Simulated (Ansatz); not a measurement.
This guess for BaSrAl4 is about to be relaxed.

```cif
data_structure
_symmetry_space_group_name_H-M 'F-43m'
_symmetry_Int_Tables_number 216
_cell_length_a 8.2287
_cell_length_b 8.2287
_cell_length_c 8.2287
_cell_angle_alpha 90.000
_cell_angle_beta 90.000
_cell_angle_gamma 90.000
_cell_volume 557.17
loop_
_atom_site_label
_atom_site_type_symbol
_atom_site_symmetry_multiplicity
_atom_site_Wyckoff_symbol
_atom_site_fract_x
_atom_site_fract_y
_atom_site_fract_z
_atom_site_occupancy
Ba1 Ba 4 a 0.00000 0.00000 0.00000 1
Sr1 Sr 4 c 0.25000 0.25000 0.25000 1
Al1 Al 16 e 0.87509 0.37509 0.12491 1
```

Theory: Ansatz, DFT PBE, scalar-relativistic, plane waves, PAW. Cutoff 420 eV, Gaussian smearing, Γ-centred meshes. Cell and atoms relax on a converged mesh. In metals the finer mesh still leaves noise of several meV/atom or more. The steps can't lower the symmetry of their start. No spin polarisation.

A guess keeps its type if space group and coordination stay and the shape of the cell changes little (axis ratios within about 15 %, angles within 6°); the volume may change.

Problem. Does it keep its structure type, or change into something else?

Solution. It keeps its type. The symmetry stays F-43m (No. 216). The volume per atom grows by 6.6 %, from 23.2 to 24.7 Å³. The shortest distance goes from 2.91 Å (Al–Al) to 2.97 Å (Al–Al). Counting neighbours within 15 % of an atom's shortest distance, the start has Al 6, Ba 16, Sr 16 and the end Al 6, Ba 16, Sr 16.

Formation energies are uncorrected and refer to the elements' standard structures at the same level.

Problem. At what energy does it end?

Solution. −0.23 eV/atom. It lies below the elements, which doesn't yet make it stable against other compounds or structures.

The last run used an 8×8×8 mesh for its 6-atom cell and Gaussian smearing of 0.10 eV. Symmetry constrained the relaxation, so the result can be a saddle point.
